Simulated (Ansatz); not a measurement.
V$_{2}$O$_{5}$: do energies and stresses tell the same story?

The calculation used DFT PBEsol, scalar-relativistic, plane waves, PAW in Ansatz.

Plane waves to 420 eV, a k mesh through Γ of 10×10×6 on the computed 7-atom cell and Gaussian smearing (0.02 eV); no spin polarisation.

Relaxed cell: C2/m, a = 11.040 Å, b = 2.857 Å, c = 5.912 Å, α = 90.00°, β = 92.99°, γ = 90.00°, 7 atoms in the primitive cell. This form isn't the usual stable structure of the compound.

Energies at zero smearing and pressures from the stress tensor, at volumes with shape and atoms relaxed:
```json
{"V (Å³/atom)": "12.501", "E − E(first) (meV/atom)": "0.00", "P (GPa)": "0.359"}
{"V (Å³/atom)": "12.900", "E − E(first) (meV/atom)": "-0.57", "P (GPa)": "0.177"}
{"V (Å³/atom)": "13.299", "E − E(first) (meV/atom)": "-0.77", "P (GPa)": "0.014"}
{"V (Å³/atom)": "13.698", "E − E(first) (meV/atom)": "-0.81", "P (GPa)": "-0.031"}
{"V (Å³/atom)": "14.097", "E − E(first) (meV/atom)": "-0.76", "P (GPa)": "-0.054"}
```

Question: Check P = −dE/dV between neighbouring volumes, and get the bulk modulus from the pressures alone.

Answer: With 1 eV/Å³ = 160.2 GPa:
```
middle V (Å³/atom)  −ΔE/ΔV (GPa) mean P (GPa)
            12.701         0.227         0.268
            13.100         0.081         0.096
            13.499         0.019        -0.009
            13.898        -0.022        -0.043
```

The two differ by 0.042 GPa at most. The mean of two end pressures misses the average over a step by about ΔV² P″/12, up to 0.009 GPa here; with that taken off 0.049 GPa remains, from the finite cutoff, the mesh or the relaxation's tolerance. Around V = 13.698 Å³/atom, the two neighbours give B = −V ΔP/ΔV = 13.698 × 0.068 / 0.798 = 1.2 GPa, against B0 = 1.4 GPa from the Birch–Murnaghan fit of the energies, which describes these points poorly (B0' = 35.5).

The cell holds layers, and where no dispersion correction was added their binding is poorly described.

A ferromagnetic start lost its moments in a first run, so spin was left out; other magnetic orders weren't tried.

Cost: 6 runs of about 22 core-minutes in all, on Intel Xeon Platinum 8375C (Ice Lake) (shared hosts).